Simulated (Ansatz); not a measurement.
input.yaml (Ansatz)

```yaml
crystal:
  lattice:
    - [0.0, 2.3194527664, 2.3194527664]
    - [2.3194527664, 0.0, 2.3194527664]
    - [2.3194527664, 2.3194527664, 0.0]
  atoms:
    - { symbol: Cr, position: [0.0, 1.0, 1.0], spin: 1.5 }
    - { symbol: Cr, position: [0.5, 0.5, 0.5], spin: -1.5 }
hamiltonian:
  xc: mr2scan
  pseudopotentials:
    kind: paw
    azcp:
      Cr: "pseudopotentials/Cr.paw.azcp"
basis:
  ecutwfc: 500
  fft_grid_basis: typed
kpoints:
  mp_grid: { grid: [13, 13, 13], shift: [0, 0, 0] }
magnetization:
  spin_polarized: true
scf:
  occupations: { method: fermi_dirac, width: 0.05 }
  lower_state_search: "off"
output:
  stress: true
```

Output

```
Engine: ansatz 0.2.0, aarch64-unknown-linux-gnu
Pseudopotentials: kind: paw
Pseudopotential: Cr, paw, valence charge 14, recommended cutoff 500 eV (meta_gga) 
Functional definition: m-r2SCAN
  exchange = m_r2scan_x
  correlation = m_r2scan_c
Crystal: 2 atoms, lattice volume = 24.957 Å³
Basis set: ecut = 500 eV, 609 PW (Γ), exchange–correlation on 96×96×96 points (64 copies of the dense FFT grid, shifted against one another)
Bands: 20, of which v1, the nominal top of the filled ones, is band 14 counted from 1 (13 counted from 0)
Symmetry: 48 space group operations
Space group: Fm-3m (ITA 225), of the structure as read, at distance tolerance 2.9e-5 Å
Magnetic group: BNS 225.121 (UNI 1623), of the structure as read, at distance tolerance 2.9e-5 Å
k-points: 84 of 2197
Non-local potential: Cr, projectors of the file, l = 0: 3, l = 1: 2, l = 2: 3, l = 3: 1
PAW form: soft (Blöchl's): semilocal exchange-correlation on the pseudo side does not see the compensation charge
PAW frozen core: Cr, regenerated for the run's functional (the file was generated under x = pbe(κ = 0.804, μ = 0.2195149727645171), c = pbe(β = 0.06672455060314922))
PAW one-centre angular grid: Cr, 590 points (default); XC on 160 Gauss nodes
Initial density: superposition of atomic densities (chi_scale 0.1, normalization cell)
Starting moments: Σ|m| = 3 μB on 2 of 2 sites
Starting magnetic order: antiferromagnet; a translation exchanges its spin sublattices: spin-degenerate at every k-point
Initial wavefunctions: pseudopotential atomic-orbital guess
Functional: x = mr2scan, c = mr2scan; τ floored in thin density (d = 2e-4 eV/Å³)
SCF iter   1: F=-6759.028956 eV  HF=-6763.952772 eV  |F-HF|=4.92e0  |Δ(HF+E_count)|=         —  Δρ=1.09e-1 (↑1.09e-1 ↓1.09e-1)  dr2=6.63e0  dr2_τ=5.01e-2  dr2_m=8.71e-1  M=0.000 μB ∫|m|=1.801 μB  β_m=0.30  ethr=3.10e-3  ⟨swp⟩=4.0  Hψ=6426  notcnv=0
spin=Collinear: Kerker preconditioning applied to the charge; magnetization (m = ρ↑ − ρ↓) channel mixes plain (no charge-response kernel on spin).
SCF iter   2: F=-6761.827505 eV  HF=-6762.605475 eV  |F-HF|=7.78e-1  |Δ(HF+E_count)|=    1.35e0  Δρ=6.18e-2 (↑6.18e-2 ↓6.18e-2)  dr2=1.80e0  dr2_τ=3.63e-2  dr2_m=3.78e-1  M=0.000 μB ∫|m|=1.843 μB  β_m=0.30  ethr=3.10e-3  ⟨swp⟩=2.0  Hψ=3924  notcnv=0  defer=39  κ⁻¹=1.0e0(r=1)
SCF iter   3: F=-6762.568403 eV  HF=-6762.484459 eV  |F-HF|=8.39e-2  |Δ(HF+E_count)|=   1.21e-1  Δρ=3.35e-2 (↑3.35e-2 ↓3.35e-2)  dr2=1.30e-1  dr2_τ=1.36e-2  dr2_m=1.95e-1  M=0.000 μB ∫|m|=1.803 μB  β_m=0.30  ethr=3.10e-3  ⟨swp⟩=2.9  Hψ=3952  notcnv=0  defer=38  κ⁻¹=1.6e-3(r=2)
SCF iter   4: F=-6762.595970 eV  HF=-6762.588819 eV  |F-HF|=7.15e-3  |Δ(HF+E_count)|=   1.04e-1  Δρ=2.84e-2 (↑2.84e-2 ↓2.84e-2)  dr2=6.49e-2  dr2_τ=7.69e-3  dr2_m=1.62e-1  M=0.000 μB ∫|m|=1.666 μB  β_m=0.30  ethr=4.65e-4  ⟨swp⟩=2.4  Hψ=3966  notcnv=0  defer=35  κ⁻¹=2.8e-4(r=3)
SCF iter   5: F=-6762.635499 eV  HF=-6762.606991 eV  |F-HF|=2.85e-2  |Δ(HF+E_count)|=   1.82e-2  Δρ=2.69e-2 (↑2.69e-2 ↓2.69e-2)  dr2=3.03e-3  dr2_τ=6.03e-3  dr2_m=1.65e-1  M=0.000 μB ∫|m|=1.504 μB  β_m=0.30  ethr=2.32e-4  ⟨swp⟩=2.6  Hψ=3658  notcnv=0  defer=34  κ⁻¹=6.3e-6(r=4)
SCF iter   6: F=-6762.641481 eV  HF=-6762.627522 eV  |F-HF|=1.40e-2  |Δ(HF+E_count)|=   2.05e-2  Δρ=2.34e-2 (↑2.34e-2 ↓2.34e-2)  dr2=1.36e-2  dr2_τ=3.94e-3  dr2_m=1.21e-1  M=0.000 μB ∫|m|=1.413 μB  β_m=0.30  ethr=1.08e-5  ⟨swp⟩=2.6  Hψ=3784  notcnv=0  defer=34  κ⁻¹=3.5e-6(r=5)
...
SCF iter  23: F=-6762.728736 eV  HF=-6762.728736 eV  |F-HF|=2.32e-7  |Δ(HF+E_count)|=   2.85e-7  Δρ=1.50e-5 (↑1.50e-5 ↓1.50e-5)  dr2=9.06e-8  dr2_τ=2.96e-9  dr2_m=1.10e-8  M=0.000 μB ∫|m|=0.000 μB  β_m=0.30  ethr=3.57e-10  ⟨swp⟩=4.0  Hψ=4755  notcnv=0  κ⁻¹=7.2e-7(r=8)
SCF iter  24: F=-6762.728736 eV  HF=-6762.728737 eV  |F-HF|=6.67e-8  |Δ(HF+E_count)|=   4.50e-7  Δρ=6.80e-6 (↑6.80e-6 ↓6.80e-6)  dr2=2.94e-8  dr2_τ=3.79e-10  dr2_m=1.34e-10  M=0.000 μB ∫|m|=0.000 μB  β_m=0.30  ethr=3.23e-10  ⟨swp⟩=4.0  Hψ=4893  notcnv=0  κ⁻¹=7.6e-9(r=8)
SCF iter  25: F=-6762.728736 eV  HF=-6762.728737 eV  |F-HF|=3.73e-8  |Δ(HF+E_count)|=   2.61e-8  Δρ=4.38e-6 (↑4.38e-6 ↓4.38e-6)  dr2=1.22e-8  dr2_τ=1.78e-10  dr2_m=1.59e-11  M=0.000 μB ∫|m|=0.000 μB  ethr=1.05e-10  ⟨swp⟩=3.0  Hψ=3632  notcnv=0
WARN: the starting moments were not kept: the SCF closed with an absolute magnetisation of 2.3e-5 μB, where they sum to 3 μB in size (2 sites). That is at most 0.1 of that sum. Measured as dr2_m measures the in/out step, that magnetisation stands 2.9e-10 eV from none, at or under the dr2_threshold of 1.0e-7 eV: it is no larger than a step whose dr2_m would equal this threshold. The system may hold no moment; this SCF shows only that its start led to no more than that. To try another start: raise the starting moments (crystal.atoms[].spin, magnetization.per_species, magnetization.initial_magnetization, or on a non-collinear deck that types none of these the spinor_matrix: blocks that start its atoms; where the total moment is fixed, keep their sum and leave initial_magnetization as it is; typed ones take the place of any that the run laid by itself, positive ones on a crystal's lanthanoids without a Hubbard term where scf.initial_density.shell_occupations: [] is typed) or, if the notice of its spin-set hold's release reads "site moments contracting" or "site moments show no strong build", lengthen the hold (scf.mixing.spin_hold: { on: { confirm: 4 } }; for m-r²SCAN on two components see the key's manual first). Each may lead to a state that holds a moment. A second SCF, from the converged charge density, with the starting moments and any scf.initial_density.shell_occupations laid on it anew, would have followed, and was not run: the deck does not ask for one (magnetization.retry_lost_moments is false, the default). To let it run, set magnetization.retry_lost_moments: true and run the deck again, where that key's refused combinations let it; where memory then withholds it, that run's warning says so.
SCF 1 converged in 25 iterations: F = -6762.728736 eV  dr2 = 1.22e-8
this state was not tested for a lower state beside it, because the mixer in use, unlike msr1, does not test its closes by its own steps (another_mixer; see scf.mixing.algorithm and scf.lower_state_search)
SCF converged after 25 iterations
Magnetization: 0.0000 μB (14.0000 up, 14.0000 down)
Absolute magnetization: 0.0000 μB (∫|ρ↑−ρ↓|, with the PAW one-centre terms)
Spin contamination: 0.0000 ħ² per cell (⟨S²⟩ above its minimum at these occupations)
Per-site moments (μB) at R_I (Å): [(1.1080501995872257e-5, 0.9567742661399999), (-1.1080501995872257e-5, 0.9567742661399999)]
Free energy (F): -6762.728736 eV
Harris-Foulkes:  -6762.728737 eV  (|F-HF|=3.73e-8)
Internal energy: -6762.707838 eV  (E = F + TS)
E sigma→0 (E₀):  -6762.718287 eV
Entropy (-TS):   -0.020899 eV (-10.449 meV/atom)
Fermi energy:    17.799042 eV
--- Per-component energies (eV) ---
  E_band       = -363.688286
  E_kinetic    = 690.930961
  E_local      = -2619.007559  (includes V_loc(G=0)·N_el)
  E_nonlocal   = 163.899781
  E_hartree    = 1138.739915
  E_xc         = -274.596354
  E_vxc        = -399.951258  (∫ρ·V_xc dr)
  E_paw        = -2409.681842  (= ΣΔE_a)
  E_vpaw       = -502.509552  (= ΣTr[D̂ρ^β])
  E_aug_tail   = 0.000428  (compensation charges beyond the density's cutoff)
  E_vtau       = 25.475494  (kinetic-family band-sum trace: ∫τ·v_τ [+ j·A + Jᵃ·Aᵃ] dr)
  E_ewald      = -3452.448512
  E_core_change = -0.544655  (= ΣΔE_core)
  E_smearing   = -0.020899  (= −TS)
  E_closure    = 0.000000  (closes the sum)
  Σ components = -6762.728736   (vs F -6762.728736, Δ=0.00e0)
--- Stress (GPa, compression-positive) ---
        0.082986      -0.000000      -0.000000
       -0.000000       0.082986      -0.000000
       -0.000000      -0.000000       0.082986
  P = ⅓ Tr σ = 0.0830 GPa (0.830 kbar)
```
